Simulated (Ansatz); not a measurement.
Input and output for Ir (begun as hcp type, now P6_3/mmc): DFT, PBEsol, all-electron LAPW, scalar-relativistic (Ansatz 0.2.0). This run: bulk in the slab's orientation.

The cell comes from a relaxation on PAW files under the same functional, begun from a prototype that needn't be the stable phase.

Command: `ansatz run input.yaml --threads 2 --pin off --max-ram 4096MiB --backend cpu --events-out ev --progress --plain --runs-dir out` It took 2.1 min on 2 threads of Arm Neoverse V2, with other jobs on the host, peak memory 1.8 GiB.

```yaml
crystal:
  lattice:
    - [-1.3596248208, 2.3549392688, 0.0]
    - [0.0, 0.0, 4.4080115152]
    - [4.0788744622, 2.3549392688, 0.0]
  atoms:
    - { symbol: Ir, position: [0.5, 0.25, 0.166666667] }
    - { symbol: Ir, position: [0.0, 0.25, 0.666666667] }
    - { symbol: Ir, position: [0.0, 0.75, 0.333333333] }
    - { symbol: Ir, position: [0.5, 0.75, 0.833333333] }
kpoints:
  mp_grid: { grid: [12, 8, 7] }
scf:
  occupations: { method: fermi_dirac, width: 0.05 }
hamiltonian:
  xc: pbesol
  pseudopotentials: { kind: all_electron, lapw: { basis_error: 0.001 } }
output:
  forces: true
  stress: true
  eigenvalues: true
```

Output:

```
LAPW: plane waves up to 8.650 Å⁻¹, error target 1.0e-3 eV per atom; small_component_spin mean_spin; Ir in spheres of 1.353 Å, 41 of its electrons in bands, Dirac shells [] (how accurate: hamiltonian.pseudopotentials.lapw.basis_error, Limitations)
Engine: ansatz 0.2.0
Pseudopotentials: kind: all_electron
Pseudopotential: Ir, LAPW, valence charge 41, lapw/all_electron/scalar/gaussian/Ir, Koelling and Harmon's equation, gaussian nucleus
Functional definition: PBEsol
  exchange = pbesol_x
  correlation = pbesol_c
Crystal: 4 atoms, lattice volume = 56.455 Å³
Basis set: ecut = 285.0740597986619 eV, 627 PW (Γ), exchange–correlation at level 2
Bands: 99, of which v1, the nominal top of the filled ones, is band 82 counted from 1 (81 counted from 0)
Symmetry: 16 space group operations
Space group: P63/mmc (ITA 194), of the structure as read, at distance tolerance 3.8e-5 Å
k-points: 140 of 672
Non-local potential: Ir, projectors of the file, none
Initial density: superposition of atomic densities (chi_scale 0.1, normalization cell)
Initial wavefunctions: plane waves of lowest kinetic energy (no species holds an atomic orbital)
Functional: x = pbesol(κ = 0.804, μ = 0.12345679012345678), c = pbesol(β = 0.046)
iter 1 solved again at ethr=5.34e-5 eV; its pass at ethr=1.00e-1 eV (dr2=8.76e-2 eV) is discarded
SCF iter   1: F=—  HF=-1939558.946614 eV  |F-HF|=—  |Δ(HF+E_count)|=         —  Δρ=1.99e-2  dr2=8.80e-2  ethr=5.34e-5  ⟨swp⟩=3.0  Hψ=88680  notcnv=0
preconditioner: auto → Kerker (q_TF=auto, 3.259 Å⁻¹)  [metal: Δε(μ)=0.006 eV  Ē_g=13.672 eV  σ=0.050 eV  W_gap=0.03  n_scr=38 (ndim 8)  ℏωp=29.7 eV  f_vac=0.000  D(μ)=4.56/eV (n_scr^D=54)]
SCF iter   2: F=—  HF=-1939558.630685 eV  |F-HF|=—  |Δ(HF+E_count)|=   3.16e-1  Δρ=8.09e-3  dr2=2.02e-2  ethr=5.34e-5  ⟨swp⟩=2.1  Hψ=42799  notcnv=0
SCF iter   3: F=—  HF=-1939558.617238 eV  |F-HF|=—  |Δ(HF+E_count)|=   1.34e-2  Δρ=5.91e-3  dr2=1.18e-2  ethr=1.23e-5  ⟨swp⟩=2.0  Hψ=40575  notcnv=0
SCF iter   4: F=—  HF=-1939558.616877 eV  |F-HF|=—  |Δ(HF+E_count)|=   3.60e-4  Δρ=3.56e-3  dr2=4.93e-3  ethr=7.19e-6  ⟨swp⟩=2.0  Hψ=40579  notcnv=0
SCF iter   5: F=—  HF=-1939558.616335 eV  |F-HF|=—  |Δ(HF+E_count)|=   5.43e-4  Δρ=1.25e-3  dr2=7.75e-4  ethr=3.01e-6  ⟨swp⟩=2.0  Hψ=40579  notcnv=0
iter 6 solved again at ethr=1.38e-8 eV; its pass at ethr=4.73e-7 eV (dr2=2.27e-5 eV) is discarded
SCF iter   6: F=—  HF=-1939558.616279 eV  |F-HF|=—  |Δ(HF+E_count)|=   5.53e-5  Δρ=2.06e-4  dr2=2.27e-5  ethr=1.38e-8  ⟨swp⟩=2.0  Hψ=68876  notcnv=0
SCF iter   7: F=—  HF=-1939558.616277 eV  |F-HF|=—  |Δ(HF+E_count)|=   2.86e-6  Δρ=4.79e-5  dr2=1.21e-6  ethr=1.38e-8  ⟨swp⟩=2.0  Hψ=40576  notcnv=0
SCF iter   8: F=—  HF=-1939558.616276 eV  |F-HF|=—  |Δ(HF+E_count)|=   1.19e-7  Δρ=1.51e-5  dr2=1.44e-7  ethr=7.39e-10  ⟨swp⟩=2.0  Hψ=40576  notcnv=0
SCF iter   9: F=-1939558.616276 eV  HF=-1939558.616276 eV  |F-HF|=2.10e-9  |Δ(HF+E_count)|=   2.77e-8  Δρ=5.26e-6  dr2=1.32e-8  ethr=8.76e-11  ⟨swp⟩=2.0  Hψ=40576  notcnv=0
SCF 1 converged in 9 iterations: F = -1939558.616276 eV  dr2 = 1.32e-8
SCF converged after 9 iterations
Free energy (F): -1939558.616276 eV
Harris-Foulkes:  -1939558.616276 eV  (|F-HF|=2.10e-9)
Internal energy: -1939558.578436 eV  (E = F + TS)
E sigma→0 (E₀):  -1939558.597356 eV
Entropy (-TS):   -0.037841 eV (-9.460 meV/atom)
Fermi energy:    32.050175 eV
--- Per-component energies (eV) ---
  E_band       = -11466.891086
  E_kinetic    = 2194485.789067
  E_xc         = -37351.558647
  E_electrostatic = -4096692.808856  (all electrons and nuclei)
  E_smearing   = -0.037841  (= −TS)
  E_closure    = 0.000000  (closes the sum)
  E_atoms      = -1939518.149045  (free atoms, spherical and without spin; not in F)
  Σ components = -1939558.616276   (vs F -1939558.616276, Δ=0.00e0)
  Basis errors (estimates in eV, not in F): energy 2.1e-4 per atom: plane waves 2.0e-4 (1.0e-4 summed), levels above the bands 5.9e-138, relativity 6.5e-8, radial functions 1.5e-5, core shells 4.5e-7; eigenvalues (radial functions only) 2.2e-6; not estimated: angular momenta, meshes, grids; target (lapw.basis_error) 1.0e-3; muffin-tin radii Ir 1.353 Å
--- Forces (eV/Å), atoms counted from 1 ---
  atom   1  Ir    -0.00866127    -0.00500059     0.00000000
  atom   2  Ir    -0.00866127    -0.00500059     0.00000000
  atom   3  Ir     0.00866127     0.00500059     0.00000000
  atom   4  Ir     0.00866127     0.00500059     0.00000000
  max |Σ_I F_I| component: 6.94e-18 eV/Å
--- Stress (GPa, compression-positive) ---
       -0.129565      -0.053665       0.000000
       -0.053665      -0.067598       0.000000
        0.000000       0.000000       0.007699
  P = ⅓ Tr σ = -0.0632 GPa (-0.632 kbar)
--- Band table (eV; the first three rows and the last of 140) ---
  k-point 0: bands = ["-253.4093", "-253.4093", "-253.4093", "-253.4093", "-253.3971", "-253.3971", "-253.3971", "-253.3971", "-253.3970", "-253.3970", "-253.3970", "-253.3970", "-253.3953", "-253.3953", "-253.3953", "-253.3953", "-253.3953", "-253.3953", "-253.3953", "-253.3953", "-60.9690", "-60.9029", "-60.8999", "-60.8801", "-25.2927", "-25.2895", "-25.2876", "-25.2873", "-25.2870", "-25.2868", "-25.2848", "-25.2848", "-25.2843", "-25.2823", "-25.2796", "-25.2793", "-25.2792", "-25.2792", "-25.2775", "-25.2759", "-25.2754", "-25.2754", "-25.2751", "-25.2749", "-25.2749", "-25.2742", "-25.2741", "-25.2739", "-25.2737", "-25.2714", "-25.2699", "-25.2695", "-18.2331", "-18.1255", "-18.0001", "-17.8834", "-17.7082", "-17.6186", "-17.5284", "-17.5271", "-17.5175", "-17.4193", "-17.4111", "-17.4098", "20.7197", "23.7806", "24.3710", "24.5146", "25.0576", "27.8641", "28.0597", "28.1548", "28.1553", "28.4296", "28.5248", "28.8234", "28.8240", "29.0241", "29.6335", "29.6344", "31.1537", "32.3233", "32.3244", "32.7766", "33.0489", "33.2013", "35.0186", "36.4674", "39.1301", "40.1892", "42.2964", "43.1193", "43.2646", "45.1480", "45.6477", "47.6512", "48.7678", "49.3996", "51.0131"]
  k-point 1: bands = ["-253.4093", "-253.4093", "-253.4093", "-253.4093", "-253.3971", "-253.3971", "-253.3971", "-253.3971", "-253.3970", "-253.3970", "-253.3970", "-253.3970", "-253.3953", "-253.3953", "-253.3953", "-253.3953", "-253.3953", "-253.3953", "-253.3953", "-253.3953", "-60.9661", "-60.9072", "-60.8985", "-60.8801", "-25.2925", "-25.2897", "-25.2874", "-25.2873", "-25.2870", "-25.2866", "-25.2849", "-25.2849", "-25.2840", "-25.2820", "-25.2796", "-25.2793", "-25.2792", "-25.2790", "-25.2771", "-25.2759", "-25.2756", "-25.2754", "-25.2750", "-25.2747", "-25.2746", "-25.2744", "-25.2742", "-25.2741", "-25.2737", "-25.2716", "-25.2703", "-25.2699", "-18.2203", "-18.0962", "-17.9725", "-17.9125", "-17.6997", "-17.5970", "-17.5581", "-17.5367", "-17.5118", "-17.4420", "-17.4247", "-17.4147", "20.9214", "23.9600", "24.3512", "24.5440", "25.2031", "27.7257", "27.9301", "28.1793", "28.3236", "28.4434", "28.4906", "28.7151", "28.9441", "28.9817", "29.3818", "29.5066", "30.2545", "32.4009", "32.4638", "32.8507", "33.0347", "33.5227", "33.5251", "38.2777", "39.1010", "39.4748", "41.8010", "43.7881", "44.6697", "45.3504", "46.0282", "47.9148", "49.1059", "49.6993", "51.6173"]
  k-point 2: bands = ["-253.4093", "-253.4093", "-253.4093", "-253.4093", "-253.3971", "-253.3971", "-253.3971", "-253.3971", "-253.3970", "-253.3970", "-253.3970", "-253.3970", "-253.3953", "-253.3953", "-253.3953", "-253.3953", "-253.3953", "-253.3953", "-253.3953", "-253.3953", "-60.9579", "-60.9178", "-60.8948", "-60.8814", "-25.2921", "-25.2901", "-25.2872", "-25.2871", "-25.2870", "-25.2863", "-25.2853", "-25.2852", "-25.2833", "-25.2812", "-25.2802", "-25.2794", "-25.2785", "-25.2782", "-25.2761", "-25.2760", "-25.2758", "-25.2753", "-25.2752", "-25.2749", "-25.2746", "-25.2745", "-25.2744", "-25.2741", "-25.2738", "-25.2720", "-25.2714", "-25.2710", "-18.1833", "-18.0137", "-17.9785", "-17.8944", "-17.6757", "-17.6412", "-17.5632", "-17.5520", "-17.5276", "-17.4962", "-17.4409", "-17.4287", "21.4984", "24.0333", "24.4353", "24.7578", "25.6350", "27.2885", "27.6053", "28.1224", "28.3775", "28.4091", "28.5370", "28.6670", "28.8186", "28.9231", "29.1884", "29.4433", "29.6464", "31.6386", "31.8372", "32.0304", "32.5748", "32.9876", "35.2791", "38.8158", "38.9993", "40.5547", "40.8934", "45.1250", "45.9282", "46.8669", "47.6070", "48.5020", "49.6222", "50.3265", "50.3388"]
  k-point 139: bands = ["-253.4093", "-253.4093", "-253.4093", "-253.4093", "-253.3971", "-253.3971", "-253.3971", "-253.3971", "-253.3970", "-253.3970", "-253.3970", "-253.3970", "-253.3953", "-253.3953", "-253.3953", "-253.3953", "-253.3953", "-253.3953", "-253.3953", "-253.3953", "-60.8915", "-60.8915", "-60.8915", "-60.8915", "-25.2880", "-25.2880", "-25.2880", "-25.2880", "-25.2860", "-25.2860", "-25.2860", "-25.2860", "-25.2844", "-25.2844", "-25.2844", "-25.2844", "-25.2767", "-25.2767", "-25.2767", "-25.2767", "-25.2751", "-25.2751", "-25.2751", "-25.2751", "-25.2739", "-25.2739", "-25.2739", "-25.2739", "-25.2724", "-25.2724", "-25.2724", "-25.2724", "-18.1712", "-18.1712", "-18.1712", "-18.1712", "-17.6464", "-17.6464", "-17.6464", "-17.6464", "-17.6059", "-17.6059", "-17.6059", "-17.6059", "24.1725", "24.1725", "24.1725", "24.1725", "26.0125", "26.0125", "26.0125", "26.0125", "29.7573", "29.7573", "29.7573", "29.7573", "30.9984", "30.9984", "30.9984", "30.9984", "32.9055", "32.9055", "32.9055", "32.9055", "34.2325", "34.2325", "34.2325", "34.2325", "39.7956", "39.7956", "39.7956", "39.7956", "47.2651", "47.2651", "47.2651", "47.2651", "47.8512", "47.8512", "47.8512"]
```

Next run, as changes to the input before:

```diff
   lattice:
-    - [-1.3596248208, 2.3549392688, 0.0]
-    - [0.0, 0.0, 4.4080115152]
-    - [4.0788744622, 2.3549392688, 0.0]
+    - [2.7192496415, 0.0, 0.0]
+    - [0.0, 4.4080115152, 0.0]
+    - [0.0, 0.0, 21.4949]
   atoms:
-    - { symbol: Ir, position: [0.5, 0.25, 0.166666667] }
-    - { symbol: Ir, position: [0.0, 0.25, 0.666666667] }
-    - { symbol: Ir, position: [0.0, 0.75, 0.333333333] }
-    - { symbol: Ir, position: [0.5, 0.75, 0.833333333] }
+    - { symbol: Ir, position: [0.75, 0.75, 0.3721822781] }
+    - { symbol: Ir, position: [0.25, 0.25, 0.4087016275] }
+    - { symbol: Ir, position: [0.25, 0.75, 0.4817403253] }
+    - { symbol: Ir, position: [0.75, 0.25, 0.5182596747] }
+    - { symbol: Ir, position: [0.75, 0.75, 0.5912983725] }
+    - { symbol: Ir, position: [0.25, 0.25, 0.6278177219] }
 kpoints:
-  mp_grid: { grid: [12, 8, 7] }
+  mp_grid: { grid: [12, 8, 1] }
 scf:
   eigenvalues: true
+  populations: true
+  dos: { projected: true, de: 0.2, e_range: [-14, 8] }
+efield:
+  axis: 3
+  amplitude: 0
+  dipole_correction: true
```

Command: `ansatz run input.yaml --threads 2 --pin off --max-ram 4096MiB --backend cpu --events-out ev --progress --plain --runs-dir out` It took 8.2 min on 2 threads of Arm Neoverse V2, on a shared host, peak memory 2 GiB.

Results part of the output:

```
SCF 1 converged in 10 iterations: F = -2909333.615825 eV  dr2 = 9.99e-9
SCF converged after 10 iterations
Free energy (F): -2909333.615825 eV
Harris-Foulkes:  -2909333.615825 eV  (|F-HF|=4.42e-8)
Internal energy: -2909333.539798 eV  (E = F + TS)
E sigma→0 (E₀):  -2909333.577811 eV
Entropy (-TS):   -0.076027 eV (-12.671 meV/atom)
Fermi energy:    6.697961 eV
Dipole field:    D = -0.000000 V/Å  (p = -0.000000 e·Å, saw-weighted, corrected)
Work function:   Φ+ = 5.5940 eV   Φ− = 5.5940 eV
[... lines left out ...]
  k-point 34: bands = ["-278.7264", "-278.7264", "-278.7080", "-278.7080", "-278.6938", "-278.6938", "-278.6895", "-278.6895", "-278.6824", "-278.6824", "-278.3773", "-278.3773", "-278.3644", "-278.3644", "-278.3578", "-278.3578", "-278.3555", "-278.3555", "-278.3435", "-278.3435", "-278.0264", "-278.0264", "-278.0228", "-278.0228", "-277.9793", "-277.9793", "-277.9440", "-277.9440", "-277.8898", "-277.8898", "-86.1845", "-86.1845", "-85.8203", "-85.8203", "-85.4293", "-85.4293", "-50.6069", "-50.6069", "-50.6004", "-50.6004", "-50.5786", "-50.5786", "-50.5722", "-50.5722", "-50.5706", "-50.5706", "-50.5679", "-50.5679", "-50.5615", "-50.5615", "-50.2504", "-50.2504", "-50.2502", "-50.2502", "-50.2498", "-50.2498", "-50.2355", "-50.2355", "-50.2287", "-50.2287", "-50.2233", "-50.2233", "-50.2187", "-50.2187", "-49.9193", "-49.9193", "-49.9147", "-49.9147", "-49.8664", "-49.8664", "-49.8581", "-49.8581", "-49.8302", "-49.8302", "-49.7780", "-49.7780", "-49.7738", "-49.7738", "-43.3887", "-43.3887", "-43.1522", "-43.1522", "-42.9001", "-42.9001", "-42.8956", "-42.8956", "-42.7587", "-42.7587", "-42.5477", "-42.5477", "-42.4616", "-42.4616", "-42.1762", "-42.1762", "-42.1175", "-42.1175", "-0.5237", "-0.5237", "-0.1631", "-0.1631", "0.6989", "0.6989", "1.3927", "1.3927", "1.5567", "1.5567", "2.4691", "2.4691", "3.7610", "3.7610", "4.2458", "4.2458", "4.5509", "4.5509", "5.0516", "5.0516", "5.9844", "5.9844", "6.4705", "6.4705", "7.0001", "7.0001", "7.5370", "7.5370", "7.9176", "7.9176", "9.0621", "9.0621", "9.8577", "9.8577", "10.2263", "10.2263", "13.0730", "13.0730", "14.5064", "14.5064", "15.4785", "15.4785", "17.0597", "17.0597", "17.7310", "17.7310", "18.2496", "18.2496", "18.3123", "18.3123", "19.4630", "19.4630"]
--- Löwdin populations: 6 sites ---
  site symbol       q [e]
     0     Ir     76.8601
     1     Ir     76.8310
     2     Ir     76.7678
     3     Ir     76.7678
     4     Ir     76.8310
     5     Ir     76.8601
  spilling = 0.002342 (of n_electrons = 462.000000)
```

Next run (atoms relaxed), as changes to the input before:

```diff
   atoms:
-    - { symbol: Ir, position: [0.75, 0.75, 0.3721822781] }
-    - { symbol: Ir, position: [0.25, 0.25, 0.4087016275] }
-    - { symbol: Ir, position: [0.25, 0.75, 0.4817403253] }
-    - { symbol: Ir, position: [0.75, 0.25, 0.5182596747] }
-    - { symbol: Ir, position: [0.75, 0.75, 0.5912983725] }
-    - { symbol: Ir, position: [0.25, 0.25, 0.6278177219] }
+    - { symbol: Ir, position: [0.75, 0.75, 0.3802128844] }
+    - { symbol: Ir, position: [0.25, 0.25, 0.407112025] }
+    - { symbol: Ir, position: [0.25, 0.75, 0.4836728394] }
+    - { symbol: Ir, position: [0.75, 0.25, 0.5163271599] }
+    - { symbol: Ir, position: [0.75, 0.75, 0.5928879754] }
+    - { symbol: Ir, position: [0.25, 0.25, 0.6197871158] }
 kpoints:
   eigenvalues: true
-  populations: true
-  dos: { projected: true, de: 0.2, e_range: [-14, 8] }
+relax:
+  f_tol: 0.01
+  max_steps: 12
 efield:
```

Results part of the output:

```
SCF converged after 2 iterations
Free energy (F): -2909333.938038 eV
Harris-Foulkes:  -2909333.938038 eV  (|F-HF|=8.85e-9)
Internal energy: -2909333.871536 eV  (E = F + TS)
E sigma→0 (E₀):  -2909333.904787 eV
Entropy (-TS):   -0.066502 eV (-11.084 meV/atom)
Fermi energy:    6.782351 eV
Dipole field:    D = -0.000000 V/Å  (p = -0.000000 e·Å, saw-weighted, corrected)
Work function:   Φ+ = 5.5107 eV   Φ− = 5.5107 eV
Levels:          The Fermi level and band energies are counted from a zero that moves with the ramp; work functions are not
[... lines left out ...]
  k-point 34: bands = ["-484.0170", "-484.0170", "-483.9863", "-483.9863", "-483.9547", "-483.9547", "-483.5750", "-483.5750", "-483.5555", "-483.5555", "-483.5458", "-483.5458", "-483.3845", "-483.3845", "-483.3201", "-483.3201", "-483.2846", "-483.2846", "-278.7740", "-278.7740", "-278.7556", "-278.7556", "-278.7184", "-278.7184", "-278.7098", "-278.7098", "-278.7088", "-278.7088", "-278.3250", "-278.3250", "-278.3095", "-278.3095", "-278.3067", "-278.3067", "-278.2941", "-278.2941", "-278.2901", "-278.2901", "-278.1183", "-278.1183", "-278.1146", "-278.1146", "-278.0846", "-278.0846", "-278.0601", "-278.0601", "-278.0007", "-278.0007", "-86.2335", "-86.2335", "-85.7780", "-85.7780", "-85.5552", "-85.5552", "-50.6592", "-50.6592", "-50.6499", "-50.6499", "-50.6166", "-50.6166", "-50.6094", "-50.6094", "-50.6029", "-50.6029", "-50.5855", "-50.5855", "-50.5810", "-50.5810", "-50.2030", "-50.2030", "-50.2026", "-50.2026", "-50.1921", "-50.1921", "-50.1787", "-50.1787", "-50.1767", "-50.1767", "-50.1664", "-50.1664", "-50.1645", "-50.1645", "-50.0120", "-50.0120", "-50.0081", "-50.0081", "-49.9705", "-49.9705", "-49.9697", "-49.9697", "-49.9377", "-49.9377", "-49.8940", "-49.8940", "-49.8903", "-49.8903", "-43.4597", "-43.4597", "-43.2738", "-43.2738", "-42.9379", "-42.9379", "-42.9113", "-42.9113", "-42.8280", "-42.8280", "-42.5130", "-42.5130", "-42.4683", "-42.4683", "-42.2633", "-42.2633", "-42.2577", "-42.2577", "-0.7502", "-0.7502", "-0.4761", "-0.4761", "0.2559", "0.2559", "1.1023", "1.1023", "1.1663", "1.1663", "2.1564", "2.1564", "3.6701", "3.6701", "4.4832", "4.4832", "4.5306", "4.5306", "5.1681", "5.1681", "6.1122", "6.1122", "6.8032", "6.8032", "7.0408", "7.0408", "7.7371", "7.7371", "8.1815", "8.1815", "8.8895", "8.8895", "9.9033", "9.9033", "10.1837", "10.1837", "13.2154", "13.2154", "14.5807", "14.5807", "15.8015", "15.8015", "17.2456", "17.2456", "17.8720", "17.8720", "18.1685", "18.1685", "18.6371", "18.6371", "19.4978", "19.4978", "19.5565", "19.5565", "19.6850", "19.6850"]
--- Relaxed structure (2 steps of the walk, 2 accepted, 0 SCFs on fresh bases) ---
  F+E_penalty+E_count = -2909333.93803822 eV   max|allowed force component| = 9.657e-3 eV/Å
  atoms:
    - { symbol: Ir, position: [0.75, 0.75, 0.3802128844] }
    - { symbol: Ir, position: [0.24999999999999997, 0.25, 0.407112025] }
    - { symbol: Ir, position: [0.24999999999999997, 0.75, 0.4836728394] }
    - { symbol: Ir, position: [0.75, 0.25, 0.5163271599] }
    - { symbol: Ir, position: [0.75, 0.75, 0.5928879754] }
    - { symbol: Ir, position: [0.24999999999999997, 0.25, 0.6197871158] }
```

Spin–orbit coupling is left out, which matters for the heavy atoms.
